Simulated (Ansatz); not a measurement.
Consider the following.

Sb:
Space group I-43m (No. 217); a = b = c = 6.5797 Å, α = β = γ = 90.00°

| atom | site | symmetry | x | y | z |
|---|---|---|---|---|---|
| Sb | 8c | .3m | 0.1534 | 0.1534 | 0.1534 |
(The calculation used a cell of 4 atoms; values per cell refer to that cell.)

This is the LDA-relaxed structure.

Q: All from LDA (plane waves, PAW; program Ansatz), unless another level is named. Estimate the Hill bulk and shear moduli.

A: 13.6 and 6.7 GPa.

Q: Next, the elastic constants (relaxed ions, GPa)?

A: C11 = 17.8, C12 = 11.5, C44 = 11.1.

The start of the workflow was typed in or built on a structure type; neither database checked (COD, Materials Project) lists it. It is not the phase usual at ambient conditions (space group No. 166). The LDA relaxation kept the symmetry of its start; its stability against distortions is not shown here. A crystal of weakly bound molecules computed without a dispersion correction: the cell and the soft elastic constants depend strongly on that. Spin–orbit coupling is left out wherever it is not named.

Potentials: the earlier of the program's two PAW sets. The files were generated under PBE; for other functionals the program regenerates the frozen cores, and for LDA and PBEsol the local potential too.
